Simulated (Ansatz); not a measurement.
Energy over volume and axial ratio for HfC (rock salt)

HfC (rock salt)

```cif
data_C4Hf4
_chemical_formula_sum 'C4 Hf4'
_space_group_name_H-M_alt 'Fm-3m'
_space_group_IT_number 225
_space_group_name_Hall '-F 4 2 3'
_cell_length_a 4.60723
_cell_length_b 4.60723
_cell_length_c 4.60723
_cell_angle_alpha 90.000
_cell_angle_beta 90.000
_cell_angle_gamma 90.000
loop_
_atom_site_label
_atom_site_type_symbol
_atom_site_symmetry_multiplicity
_atom_site_Wyckoff_symbol
_atom_site_fract_x
_atom_site_fract_y
_atom_site_fract_z
_atom_site_occupancy
C1 C 4 a 0.00000 0.00000 0.00000 1
Hf1 Hf 4 b 0.50000 0.50000 0.50000 1
```
(The calculation used a cell of 2 atoms; values per cell refer to that cell.)

The relaxed cell is deformed in two ways at once: its volume V is scaled, and at that volume it is stretched along z (the c axis of the conventional cell) so that c/a changes. Fractional atomic positions are held.

All values below come from PBEsol (plane waves to 420 eV, PAW, scalar-relativistic; Ansatz, an electronic-structure program). k mesh 17×17×17 (Γ-centred), Fermi-Dirac smearing 0.05 eV. Energies are smeared free energies. Compression counts positive. With partly filled bands, the response to shear is sensitive to the k mesh, so small differences along c/a are uncertain. HfC is run without spin polarisation. HfC was relaxed with its symmetry unable to fall. Spin-orbit coupling is left out, though Hf is heavy. ΔE is measured from the relaxed starting cell.

ΔE (meV/atom), with V/V₀ across and (c/a)/(c/a)₀ down:

```csv
(c/a)/(c/a)₀ \ V/V₀,0.920,0.960,1.000,1.040,1.080
0.960,93,38,19,31,68
0.980,75,21,5,18,57
1.000,69,16,0,14,53
1.020,75,21,4,18,57
1.040,90,35,16,29,66
```

σzz (GPa), with V/V₀ across and (c/a)/(c/a)₀ down:

```csv
(c/a)/(c/a)₀ \ V/V₀,0.920,0.960,1.000,1.040,1.080
0.960,42.3,26.4,13.3,2.3,-6.8
0.980,32.8,18.2,6.2,-3.8,-12.0
1.000,24.3,11.0,0.0,-9.0,-16.4
1.020,16.8,4.6,-5.4,-13.5,-20.2
1.040,10.0,-1.1,-10.1,-17.4,-23.3
```

What the scan shows:

The shear modulus C′ = (C11 − C12)/2 (fit, atoms clamped) is 220 GPa. Lowest place on the grid: V/V₀ = 1.000, (c/a)/(c/a)₀ = 1.000 (0 meV/atom). Highest place on the grid: V/V₀ = 0.920, (c/a)/(c/a)₀ = 0.960 (93 meV/atom).

(A scan under strain: stresses follow from slopes of the energy per volume, elastic moduli from its curvatures.)
